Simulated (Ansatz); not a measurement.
Is this SnPb2Se3 structure stable?

It was reached by relaxing an invented guess, and it needn't be the stable form of this composition.

All numbers below come from DFT PBE, scalar-relativistic, plane waves, PAW in Ansatz. Cutoff 420 eV, Γ-centred 12×12×4 mesh (6-atom cell), Gaussian smearing of 0.01 eV, no spin polarisation.

```cif
data_structure
_symmetry_space_group_name_H-M 'P 1'
_symmetry_Int_Tables_number 1
_cell_length_a 4.3608
_cell_length_b 4.3608
_cell_length_c 10.6884
_cell_angle_alpha 90.000
_cell_angle_beta 90.000
_cell_angle_gamma 120.000
_cell_volume 176.03
loop_
_atom_site_label
_atom_site_type_symbol
_atom_site_fract_x
_atom_site_fract_y
_atom_site_fract_z
_atom_site_occupancy
Sn1 Sn 0.00000 0.00000 0.00000 1
Pb1 Pb 0.33333 0.66667 0.66943 1
Pb2 Pb 0.66667 0.33333 0.33057 1
Se1 Se 0.66667 0.33333 0.83994 1
Se2 Se 0.00000 0.00000 0.50000 1
Se3 Se 0.33333 0.66667 0.16006 1
```

Formation energies are uncorrected and refer to the elements' standard structures at the same level. The references include grey tin.

Question: These tests were run: energy against the elements; phonons on a 2×2×1 q mesh. What do they show?

Answer:

| test | result |
| --- | --- |
| energy against the elements | −0.518 eV/atom |
| phonons on a 2×2×1 q mesh | imaginary modes down to 22i cm⁻¹ |

It fails one test: phonons on a 2×2×1 q mesh. So it isn't even a local minimum.

These runs have no spin–orbit coupling, which can matter for Pb. The reference form of Se is held partly by dispersion forces, which this level lacks. The run for the phonons used a 12×12×4 k mesh.
